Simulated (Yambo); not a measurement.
G0W0@LDA for SrClF (space group P4/nmm, No. 129) in Yambo. Reference settings: 4×4×2 Γ-centred k mesh, 131 bands and a 6 Ry block in the screening, 131 bands in G with the Bruneval-Gonze terminator, plasmon pole fitted at 27.2 eV. The LDA gap Γ → Γ on this mesh is 5.64 eV; G0W0 gaps are taken between the same points.

The settings were changed. The gap went from 8.80 eV to 8.79 eV, and the shift of the valence edge from -1.73 eV to -1.41 eV.

Q: What was changed between the two runs?
A. no terminator
B. 66 bands in W
C. 88 bands in G, no terminator
D. 1 Ry block

A: C, 88 bands in G, no terminator. The others gave (gap, valence shift): 1 Ry block: 8.73, -1.56 eV; 66 bands in W: 8.93, -1.60 eV; no terminator: 8.79, -1.58 eV.

Geometry of the Materials Project entry, not relaxed at this level; primitive cell a = b = 4.1296 Å, c = 6.9766 Å, α = β = γ = 90.00°.

A shift is the quasiparticle energy of the state minus its LDA energy.
